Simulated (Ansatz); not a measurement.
**Exchange couplings of EuCd (Pm-3m)**

```yaml
crystal:
  lattice:
    - [3.91685, 0.00000, 0.00000]
    - [0.00000, 3.91685, 0.00000]
    - [0.00000, 0.00000, 7.83371]
  atoms:
    - { symbol: Eu, position: [0.50000, 0.50000, 0.25000] }
    - { symbol: Eu, position: [0.50000, 0.50000, 0.75000] }
    - { symbol: Cd, position: [0.00000, 0.00000, 0.00000] }
    - { symbol: Cd, position: [0.00000, 0.00000, 0.50000] }
```

Geometry: a structure from the Materials Project, repeated to hold the magnetic orders; nothing is relaxed.

Settings: LDA, 7×7×4 k mesh, Fermi–Dirac smearing of 0.025 eV. PAW means Ansatz 0.2.0 on its default frozen-core files. Site moments are integrated in spheres about the atoms. Start moments (μB): Eu1 6.8, Eu2 -6.8.

Site moments (μB): Eu1 6.83, Eu2 -6.83, Cd3 0.00, Cd4 0.00. Cell moment 0.00 μB.

Couplings come from the force theorem (directions of the magnetic atoms constrained, all else relaxed) on a 7×7×4 mesh, with E = −Σ J e_i·e_j over ordered pairs of unit vectors, so positive J favours parallel moments.

| pair | count | J PAW (meV) |
| --- | --- | --- |
| Eu1–Eu at 3.92 Å, set 1 | 4 | -0.71 |
| Eu1–Eu at 3.92 Å, set 2 | 2 | -1.16 |
| Eu1–Eu at 5.54 Å, set 1 | 4 | -0.61 |
| Eu1–Eu at 5.54 Å, set 2 | 8 | -0.47 |
| Eu1–Eu at 6.78 Å | 8 | +0.80 |
| Eu1–Eu at 7.83 Å, set 1 | 4 | +0.37 |
| Eu1–Eu at 7.83 Å, set 2 | 2 | +0.26 |
| Eu1–Eu at 8.76 Å, set 1 | 8 | +0.03 |
| Eu1–Eu at 8.76 Å, set 2 | 8 | +0.16 |
| Eu1–Eu at 8.76 Å, set 3 | 8 | 0.00 |
| Eu1–Eu at 9.59 Å, set 1 | 8 | -0.18 |
| Eu1–Eu at 9.59 Å, set 2 | 16 | -0.16 |

Pairs at one distance with different couplings are listed as sets.

The program reports that this state isn't the lowest of its own couplings. The gain of the softest rotation is smaller than what its band sum leaves out of a whole turn, though, so more bands could change its sign.

The couplings come from one mesh, and their convergence in k wasn't tested.

The PAW files were made with PBE; the program remakes their cores once for the run's functional and then keeps them frozen. Without U a semilocal functional puts the f levels too near the Fermi level, which can change moments and the order of magnetic states; site and cell moments are spin moments. The Ansatz runs typed with the search for lower states off end where their start leads. Spin–orbit coupling is left out although heavy atoms are present. With open f shells a run can end in a state that isn't the lowest. These are results for the start and cell typed. The real compound can order otherwise, in a larger cell, or not at all, since semilocal functionals at zero temperature often overstate magnetism.
